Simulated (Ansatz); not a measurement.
**Guessed and relaxed cells of Mg7O**

The guess for Mg7O was made by a generator: random cell by space group and Wyckoff sites (P6/mmm, No. 191). Its size is a rough estimate.

start.cif

```cif
data_structure
_symmetry_space_group_name_H-M 'P 1'
_symmetry_Int_Tables_number 1
_cell_length_a 4.6996
_cell_length_b 4.6996
_cell_length_c 6.5309
_cell_angle_alpha 90.000
_cell_angle_beta 90.000
_cell_angle_gamma 120.000
_cell_volume 124.92
loop_
_atom_site_label
_atom_site_type_symbol
_atom_site_fract_x
_atom_site_fract_y
_atom_site_fract_z
_atom_site_occupancy
Mg1 Mg 0.50000 0.00000 0.78034 1
Mg2 Mg 0.00000 0.50000 0.78034 1
Mg3 Mg 0.50000 0.50000 0.78034 1
Mg4 Mg 0.00000 0.50000 0.21966 1
Mg5 Mg 0.50000 0.00000 0.21966 1
Mg6 Mg 0.50000 0.50000 0.21966 1
Mg7 Mg 0.00000 0.00000 0.50000 1
O1 O 0.00000 0.00000 0.00000 1
```

These are results of DFT PBE, scalar-relativistic, plane waves, PAW (Ansatz 0.2.0), not measurements. Cutoff 420 eV, Gaussian smearing, Γ-centred meshes. Cell and atoms relax first on a coarse mesh and then on a finer one. In between, the cell is made exact in the group found at 0.06 Å. In metals the finer mesh still leaves noise of several meV/atom or more. The steps can't lower the symmetry of their start. No spin polarisation in the relaxation; trial moments died out in a coarse test.

end.cif

```cif
data_structure
_symmetry_space_group_name_H-M 'P 1'
_symmetry_Int_Tables_number 1
_cell_length_a 5.8159
_cell_length_b 5.8159
_cell_length_c 5.7883
_cell_angle_alpha 90.000
_cell_angle_beta 90.000
_cell_angle_gamma 120.000
_cell_volume 169.56
loop_
_atom_site_label
_atom_site_type_symbol
_atom_site_fract_x
_atom_site_fract_y
_atom_site_fract_z
_atom_site_occupancy
Mg1 Mg 0.50000 0.00000 0.75158 1
Mg2 Mg 0.00000 0.50000 0.75158 1
Mg3 Mg 0.50000 0.50000 0.75158 1
Mg4 Mg 0.00000 0.50000 0.24842 1
Mg5 Mg 0.50000 0.00000 0.24842 1
Mg6 Mg 0.50000 0.50000 0.24842 1
Mg7 Mg 0.00000 0.00000 0.50000 1
O1 O 0.00000 0.00000 0.00000 1
```

The symmetry stays P6/mmm (No. 191). The volume per atom grows by 35.7 %, from 15.6 to 21.2 Å³. The shortest distance goes from 2.35 Å (Mg–Mg) to 2.88 Å (Mg–Mg). The ratio c/a of the conventional cell changes by a factor of 0.72. The energy falls by about 0.85 eV/atom (the start's value is from the coarse mesh).

```
Volume per atom                          : 21.19 Å³
Density                                  : 1.82 g/cm³
Energy over the elements                 : +0.15 eV/atom
Gap on the 6×6×8 mesh of the 8-atom cell : 0 eV (a metal)
```

Energies over the elements count from the elements' standard structures at the same level (O₂ as a molecule), with no fitted energy shifts. The separate elements lie lower, so it is unstable against them.

The last run used Gaussian smearing of 0.10 eV. Symmetry constrained the relaxation, so the result can be a saddle point. In all, the 3 runs took 2.7 min on 1 thread of Arm Neoverse V2, with other jobs on the host.
